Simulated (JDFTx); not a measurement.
Input for JDFTx (a modified build): ethylene glycol, C2H6O2 (SMILES OCCO), charge 0, multiplicity 1, linear PCM without cavity terms (LA12), water, 2 M NaCl; lengths in bohr, energies in hartree. The run starts from orbitals saved by an earlier run of the same system.

```
lattice \
  21.2594189020 0.0000000000 0.0000000000 \
  0.0000000000 19.8421243086 0.0000000000 \
  0.0000000000 0.0000000000 18.8972612463
coords-type Cartesian
ion O -1.6587419234 -1.1091541297 0.8222641771 0
ion C -0.4596809027 1.0001145992 -0.3021260664 0
ion C 2.3610152852 0.8029565381 0.2961741681 0
ion O 3.4401635168 -1.3595747276 -0.7884617419 0
ion H -3.4401635168 -1.0484063031 0.4679189567 0
ion H -0.7319937464 0.9774972658 -2.3594016664 0
ion H -1.2104080133 2.7764078448 0.4627770315 0
ion H 3.3631499302 2.4267908121 -0.4879790896 0
ion H 2.6006198916 0.7829939362 2.3594016664 0
ion H 2.4051891229 -2.7764078448 -0.2875979324 0
ion-species pseudo/o_pbe_v1.2.upf
ion-species pseudo/c_pbe_v1.2.upf
ion-species pseudo/h_pbe_v1.4.upf
elec-cutoff 20 100
elec-ex-corr gga-PBE
symmetries none
elec-n-bands 13
electronic-minimize nIterations 150 energyDiffThreshold 1e-7
fluid LinearPCM
pcm-variant LA12
fluid-solvent H2O
fluid-cation Na+ 2
fluid-anion Cl- 2
fluid-minimize nIterations 400 knormThreshold 1e-11
wavefunction read s0.wfns 16
dump-name s2.$VAR
dump End State Ecomponents EigStats BandEigs Forces ElecDensity IonicPositions FluidDebug
```

The log closes as follows.

```
[...]
ElecMinimize: Iter:   9  Etot: -47.132546462449149  |grad|_K:  4.967e-07  alpha:  8.141e-01  linmin:  1.689e-02
ElecMinimize: Iter:  10  Etot: -47.132546542429367  |grad|_K:  2.674e-07  alpha:  7.556e-01  linmin: -4.293e-02
ElecMinimize: Iter:  11  Etot: -47.132546577040387  |grad|_K:  1.826e-07  alpha:  1.053e+00  linmin: -4.791e-05
ElecMinimize: Converged (|Delta Etot|<1.000000e-07 for 2 iters).

# Ionic positions in cartesian coordinates:
ion O  -1.658741923400000  -1.109154129700000   0.822264177100000 0
ion O   3.440163516800000  -1.359574727600000  -0.788461741900000 0
ion C  -0.459680902700000   1.000114599200000  -0.302126066400000 0
ion C   2.361015285200000   0.802956538100000   0.296174168100000 0
ion H  -3.440163516800000  -1.048406303100000   0.467918956700000 0
ion H  -0.731993746400000   0.977497265800000  -2.359401666400000 0
ion H  -1.210408013300000   2.776407844800000   0.462777031500000 0
ion H   3.363149930200000   2.426790812100001  -0.487979089600000 0
ion H   2.600619891600000   0.782993936200000   2.359401666400000 0
ion H   2.405189122900000  -2.776407844800000  -0.287597932400000 0

# Forces in Cartesian coordinates:
force O   0.015736526907913  -0.011724524700903   0.011249355658363 0
force O   0.018790576614253  -0.002565995546859  -0.013112507540437 0
force C   0.011786578565893   0.003705596335916   0.001746131151080 0
force C  -0.016043714405321   0.009507421545534  -0.000077035147479 0
force H  -0.022631375244997   0.001211224269817  -0.005446603916502 0
force H  -0.000553244527247   0.001489914907950  -0.006797201620161 0
force H  -0.001529682320364   0.006632354628028   0.001601574042242 0
force H   0.002189749294896   0.007551095072482  -0.001030645405876 0
force H   0.001039173763360   0.001906379265696   0.007095692407790 0
force H  -0.008804788327420  -0.017805301663049   0.004836960771480 0

# Energy components:
   A_diel =       -0.0282796476100327
   Eewald =       31.8837991771460167
       EH =       70.5931477274130970
     Eloc =     -167.0639839926082004
      Enl =        5.9839467349654374
      Exc =      -13.1030703226380947
 Exc_core =        0.1974531556744253
       KE =       24.4044405906169750
-------------------------------------
     Etot =      -47.1325465770403866


	eMin: -0.942943 at state 0 ( [ +0.000000 +0.000000 +0.000000 ] spin 0 )
	HOMO: -0.223815 at state 0 ( [ +0.000000 +0.000000 +0.000000 ] spin 0 )
```

The run took 12 electronic cycles (a count that differs between repeats, as do the digits past 10⁻⁶ Ha); the highest occupied level lies at -6.09 eV from the bulk liquid; the total lies -0.59 eV from the vacuum run at this geometry.
